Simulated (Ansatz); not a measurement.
Te2Pd in space group P-3m1 (No. 164; Te on 2d, Pd on 1a) at seven volumes, PBEsol (plane waves, PAW; program Ansatz), shape and atoms relaxed at each. One row is withheld.

| V (Å³/atom) | P (GPa) |
|---|---|
| 21.732 | 8.89 |
| 22.449 | 5.24 |
| 23.165 | ? |
| 23.882 | 0.00 |
| 24.598 | -1.82 |
| 25.315 | -3.15 |
| 26.031 | -3.92 |

Q: Fit the shown pressures and predict the withheld one.

A: P = (3/2)B₀(x^(7/2) − x^(5/2))[1 + (3/4)(B′ − 4)(x − 1)] with x = (V₀/V)^(2/3). Least squares on the six rows gives V₀ = 23.869 Å³/atom, B₀ = 66.1 GPa, B′ = 8.02. At V = 23.165, x = 1.0202 and P = 2.23 GPa. The run itself gave 2.32 GPa.

The workflow started from a Materials Project entry (that database holds measured and hypothetical structures alike); the Crystallography Open Database files this formula in space group No. 164, but the cells were not matched. Its standing as an ambient phase is unchecked. Symmetry was held in the PBEsol relaxation; of distortions, only those at the zone centre were tested. The run is not spin-polarised. Scalar-relativistic: spin–orbit coupling is off unless named, which matters more the heavier the elements.

Potentials: the later of the program's two PAW sets.
